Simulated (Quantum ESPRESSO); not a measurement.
Te is taken in the trigonal space group P3₁21 (No. 152), Pearson symbol hP3. Cell: a = 4.3137 Å, b = 4.3137 Å, c = 5.9816 Å, α = 90.00°, β = 90.00°, γ = 120.00°. Te on 3a is surrounded by 2 Te at 2.909 Å and 4 Te at 3.353 Å (octahedral). (Neighbours: up to the widest gap in distance over summed covalent radii, below 1.35, at either atom.)

Cell and atoms were relaxed with PBE+D3(BJ) from Materials Project entry mp-19, within its symmetry.

### Question
What does PBE (stringent potentials; pw.x of Quantum ESPRESSO, ONCV potentials, without SOC) give for the electronic structure near the Fermi level?

### Answer
Along the path the PBE gap is only about 0.02 eV, below what this setup resolves reliably; no G0W0 run was built on it. Semilocal functionals shrink small gaps, and the order of the bands at the edge may be inverted. Without spin-orbit coupling, band edges of such heavy elements can be off by tenths of an eV.
